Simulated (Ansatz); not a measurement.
Given:

Sr2GaSbO6:
```cif
data_GaO6SbSr2
_chemical_formula_sum 'Sr2 Ga1 Sb1 O6'
_space_group_name_H-M_alt 'P 1'
_space_group_IT_number 1
_cell_length_a 5.56650
_cell_length_b 5.56650
_cell_length_c 5.56650
_cell_angle_alpha 60.000
_cell_angle_beta 60.000
_cell_angle_gamma 60.000
loop_
_space_group_symop_operation_xyz
  'x, y, z'
loop_
_atom_site_label
_atom_site_type_symbol
_atom_site_fract_x
_atom_site_fract_y
_atom_site_fract_z
_atom_site_occupancy
Sr1 Sr 0.25000 0.25000 0.25000 1
Sr2 Sr 0.75000 0.75000 0.75000 1
Ga1 Ga 0.00000 0.00000 0.00000 1
Sb1 Sb 0.50000 0.50000 0.50000 1
O1 O 0.75048 0.24952 0.75048 1
O2 O 0.24952 0.75048 0.24952 1
O3 O 0.75048 0.24952 0.24952 1
O4 O 0.24952 0.75048 0.75048 1
O5 O 0.75048 0.75048 0.24952 1
O6 O 0.24952 0.24952 0.75048 1
```

This is the PBEsol-relaxed structure.

All from DFT-PBEsol in the program Ansatz with PAW potentials, unless another level is named. Give the HSE06 gap on the PBEsol cell.

2.94 eV.

Next, the band gap?

1.12 eV (direct).

And the hole effective mass, band 1 of 3 at the edge?

12 along [100], 2.7 along [110], 2.2 along [111] (mₑ).

Space group Fm-3m. The first step of the workflow began from a Materials Project structure, measured or hypothetical; the Crystallography Open Database copy checked does not list it. Whether it is the stable phase at ambient conditions was not checked. The cell was relaxed with PBEsol under the symmetry of its start; its stability against distortions is not shown here. Scalar-relativistic: spin–orbit coupling is off unless named, which matters more the heavier the elements.

Potentials: the later of the program's two PAW sets.
